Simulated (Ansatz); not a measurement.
AgCl (rock salt)

```
CELL_PARAMETERS angstrom
      0.00000     2.72373     2.72373
      2.72373     0.00000     2.72373
      2.72373     2.72373     0.00000
ATOMIC_POSITIONS crystal
  Cl 0.00000 0.00000 0.00000
  Ag 0.50000 0.50000 0.50000
```

The slice is a {111} plane (indices of the conventional cell) through the point (0.000, 0.000, 0.000) (fractional), spanned by u = [100] and v = [-1 2 0] in vectors of this cell: u (3.85 Å) and v (6.67 Å, at 90° to u). It covers one period; positions are fractions (u, v).

These are PBEsol (plane waves to 420 eV, PAW, scalar-relativistic; Ansatz, a first-principles code) values and carry that method's errors. k mesh 10×10×10. Inside the PAW spheres the values are not all-electron values, and peaks at nuclei hang on which shells count as valence. AgCl was relaxed with its symmetry unable to fall.

Sketch the electrostatic potential energy of an electron, from the cell's mean on this plane as a map.


```
|xxxxxx00889999998800xxxx|
|xxxxxx55999999998855xxxx|
|002266889999889999886622|
|888899999999999999999988|
|999999999999999999999999|
|999999999988888899999999|
|889999886622002266889999|
|99999955xxxxxxxxxx558899|
|99998800xxxxxxxxxx008899|
|999977xxxxxxxxxxxxxx7799|
|99998800xxxxxxxxxx008899|
|99998855xxxxxxxxxx559999|
|889999886622002266889999|
|999999999988888899999999|
|999999999999999999999999|
|888899999999999999999988|
|002266889999889999886622|
|xxxxxx55889999999955xxxx|
|xxxxxx00889999998800xxxx|
|xxxxxxxx7799999977xxxxxx|
```
Scale: ten equal steps from 0.36 (start of '0') to 7.02 (end of '9'), in the order '0123456789'. Values: electrostatic potential energy of an electron, from the cell's mean, in eV. The map has 12 points along u (two characters each, u = 0 at the left) and 20 along v (v = 0 in the bottom row). Points within 1 Å of a nucleus are blanked (x), as the pseudised field means little there. The zero, the cell's mean, hangs on the PAW cores.
